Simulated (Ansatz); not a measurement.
# Perovskite alloy of SrTiO3 and SrZrO3 (3 of 8 Ti sites exchanged), 40 atoms

Ansatz, PAW, plane waves. PBEsol relaxation of volume and atoms (shape held) at the single k point (¼, ¼, ¼) without its symmetry partners; single points on the relaxed atoms at the Γ point alone, onto which points of the small cell's zone fold. Arrangement: quasirandom. No spin–orbit coupling unless named.

Relaxed structure:

```
Sr Zr Ti O
1.0
     7.94405    0.00000    0.00000
     0.00000    7.94405    0.00000
     0.00000    0.00000    7.94405
Sr Zr Ti O
8 3 5 24
Direct
  0.99629 0.00025 0.01308
  0.99679 0.00619 0.50701
  0.98878 0.51256 0.01108
  0.98974 0.51597 0.50304
  0.51741 0.99615 0.01242
  0.52032 0.00384 0.49661
  0.51220 0.50761 0.00354
  0.51564 0.50727 0.49634
  0.25107 0.25344 0.24880
  0.25264 0.24947 0.74937
  0.25292 0.75052 0.75106
  0.26149 0.75282 0.25310
  0.75411 0.25954 0.25977
  0.75317 0.26129 0.76168
  0.75959 0.75862 0.25846
  0.75026 0.76177 0.75857
  0.27679 0.19124 0.99837
  0.21021 0.29738 0.49727
  0.24425 0.79667 0.00641
  0.25566 0.69777 0.48911
  0.72071 0.25575 0.99492
  0.77675 0.24337 0.49293
  0.75490 0.74385 0.99786
  0.74113 0.75355 0.49578
  0.98937 0.25662 0.21156
  0.98816 0.21089 0.77180
  0.99419 0.73791 0.25400
  0.98994 0.77336 0.73631
  0.50893 0.23903 0.27463
  0.50930 0.27514 0.71591
  0.49996 0.75888 0.24240
  0.50958 0.71497 0.75446
  0.23641 0.98997 0.29432
  0.27378 0.99759 0.68731
  0.25989 0.50770 0.19910
  0.21870 0.49866 0.80143
  0.75804 0.99655 0.24230
  0.71975 0.99368 0.75346
  0.74017 0.49869 0.25358
  0.77760 0.49514 0.74475
```

(1) What are the mean bond lengths by pair (pairs within 1.2 times the sum of covalent radii, less contacts 15 % beyond the pair's median; cation–cation pairs of compounds aside; long ionic contacts are cut short by that bound)?

(2) What gap lies between the top filled and the lowest empty level in the single points?

Results:

(1) O–Sr 2.756 ± 0.179 Å (standard deviation, 84 bonds); O–Ti 1.978 ± 0.098 Å (standard deviation, 30 bonds); O–Zr 2.072 ± 0.031 Å (standard deviation, 18 bonds).

(2) HSE06 3.85 eV (31 s on NVIDIA H100).
